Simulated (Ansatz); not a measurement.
## Structures of In2B3: which is lowest?

Plane-wave DFT in Ansatz with scalar-relativistic PAW potentials, cutoff 420 eV, Γ-centred meshes chosen by cell and gap, Gaussian smearing with energies taken to zero width. Every cell was relaxed (cell and atoms) in a run of its own, within the symmetry of its start. Functional: PBE.

Relaxed structures (starts from databases or built by putting these elements on another compound's sites):
A. P-3m1, 5 atoms in the computed cell, a = 3.306 Å, c = 7.314 Å; sites (symmetry × multiplicity) In 3m. × 2, B -3m. × 1 + 3m. × 2; start: built
B. R-3m, 5 atoms in the computed cell, a = 3.245 Å, c = 21.558 Å; sites (symmetry × multiplicity) In 3m × 6, B -3m × 3 + 3m × 6; start: built

Q: Rank them by energy. Could pressure change the order?

A:
```csv
structure,group,E − E(lowest) (meV/atom),V (Å³/atom),gap on mesh (eV)
B,R-3m,0.0,13.11,0.00
A,P-3m1,12.7,13.85,0.00
```

B is lowest, 13 meV/atom under A. The lowest is also the densest of these, so pressure wouldn't bring one of the others in at first order. Other structures may lie lower than all of these, and vibrations aren't counted.